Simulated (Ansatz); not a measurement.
SnAu$_{5}$:
```cif
data_Au5Sn
_chemical_formula_sum 'Sn1 Au5'
_space_group_name_H-M_alt 'P 1'
_space_group_IT_number 1
_cell_length_a 5.65398
_cell_length_b 5.65398
_cell_length_c 5.65398
_cell_angle_alpha 54.139
_cell_angle_beta 54.139
_cell_angle_gamma 54.139
loop_
_space_group_symop_operation_xyz
  'x, y, z'
loop_
_atom_site_label
_atom_site_type_symbol
_atom_site_fract_x
_atom_site_fract_y
_atom_site_fract_z
_atom_site_occupancy
Sn1 Sn 0.00000 0.00000 0.00000 1
Au1 Au 0.66988 0.66988 0.66988 1
Au2 Au 0.33012 0.33012 0.33012 1
Au3 Au 0.50000 0.17187 0.82813 1
Au4 Au 0.82813 0.50000 0.17187 1
Au5 Au 0.17187 0.82813 0.50000 1
```

Relaxed with r²SCAN.

### Question
Tabulate the valence density and the electron localisation function along the shortest Au–Au contact (2.92 Å), the program Ansatz at the r²SCAN level (PAW).

### Answer


| distance from Au (Å) | density (e/Å³) | ELF |
|---|---|---|
| 0.29 | 11.62 | 0.68 |
| 0.44 | 8.70 | 0.61 |
| 0.58 | 5.85 | 0.57 |
| 0.73 | 3.38 | 0.51 |
| 0.88 | 1.52 | 0.43 |
| 1.02 | 0.72 | 0.33 |
| 1.17 | 0.43 | 0.25 |
| 1.32 | 0.30 | 0.21 |
| 1.46 | 0.27 | 0.20 |
| 1.61 | 0.30 | 0.21 |
| 1.75 | 0.43 | 0.25 |
| 1.90 | 0.71 | 0.33 |
| 2.05 | 1.52 | 0.43 |
| 2.19 | 3.38 | 0.51 |
| 2.34 | 5.85 | 0.57 |
| 2.49 | 8.69 | 0.61 |
| 2.63 | 11.60 | 0.67 |

The density is the valence pseudo-density with augmentation charge, so density and ELF within about 1 Å of a nucleus are not all-electron values.

Space group R32. The workflow started from a Materials Project entry (that database holds measured and hypothetical structures alike); the Crystallography Open Database files this formula in space group No. 155, but the cells were not matched. Its standing as an ambient phase is unchecked. The r²SCAN relaxation kept the symmetry of its start; whether a distortion lowers the energy is not shown. Spin–orbit coupling is left out wherever it is not named.

Potentials: the later of the program's two PAW sets.
